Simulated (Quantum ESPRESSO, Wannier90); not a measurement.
**CsHgF3 (cubic perovskite), plane waves to Wannier functions**

```
begin unit_cell_cart
ang
    4.5954500000    0.0000000000    0.0000000000
    0.0000000000    4.5954500000    0.0000000000
    0.0000000000    0.0000000000    4.5954500000
end unit_cell_cart
begin atoms_frac
Cs   0.0000000000  0.0000000000  0.0000000000
Hg   0.5000000000  0.5000000000  0.5000000000
F    0.0000000000  0.5000000000  0.5000000000
F    0.5000000000  0.0000000000  0.5000000000
F    0.5000000000  0.5000000000  0.0000000000
end atoms_frac
```

Materials Project entry mp-561947; symmetrised, unrelaxed at this level. COD (Crystallography Open Database) records the formula in this space group. Ideal cubic forms of this type are often high-temperature phases that distort on cooling; symmetry holds the cell here, and its stability was not tested. Level: PBEsol, no spin polarisation, no spin-orbit coupling; pw.x of Quantum ESPRESSO at 68 Ry with PseudoDojo potentials, 6×6×6 k-points, Wannier90. Density: 8×8×8 mesh, Gaussian smearing 0.01 Ry. Spin-orbit coupling is left out although heavy elements are present.

Bands 5-7,9-25 form an isolated set from -21.19 to 0.00 eV relative to the valence-band maximum (on the path) and are turned into 20 Wannier functions by minimising the spread from the start: SCDM (isolated). Bands 8 (Cs 5s 97 %) lie between the kept ones and are excluded.

Task: Where do the functions sit, how wide are they and what are they made of?

Result: 
```csv
functions,spread (Å²),"nearest atom, distance (Å)","second atom, distance (Å)",weight on atomic waves
4,0.51,F 0.28,Hg 2.26,"F 2p 74 %, F 2s 23 %"
2,0.50,F 0.28,Hg 2.26,"F 2p 74 %, F 2s 23 %"
3,0.60,F 0.29,Hg 2.12,"F 2p 70 %, F 2s 25 %"
3,0.74,F 0.30,Hg 2.01,"F 2p 66 %, F 2s 25 %, Hg 6s 6 %"
1,0.81,Hg 0.00,F 2.30,Hg 5d 99 %
1,0.76,Hg 0.00,F 2.30,Hg 5d 100 %
1,0.75,Hg 0.00,F 2.30,Hg 5d 100 %
1,0.78,Hg 0.00,F 2.30,Hg 5d 99 %
1,0.74,Hg 0.00,F 2.30,Hg 5d 100 %
3,1.39,Cs 0.00,F 3.25,Cs 5p 99 %
```

Ω_I = 13.79 Å², Ω_total = 15.04 Å²; the interpolated bands follow pw.x to 0.2 meV rms on the path. It is the lowest total spread that any start reached here.
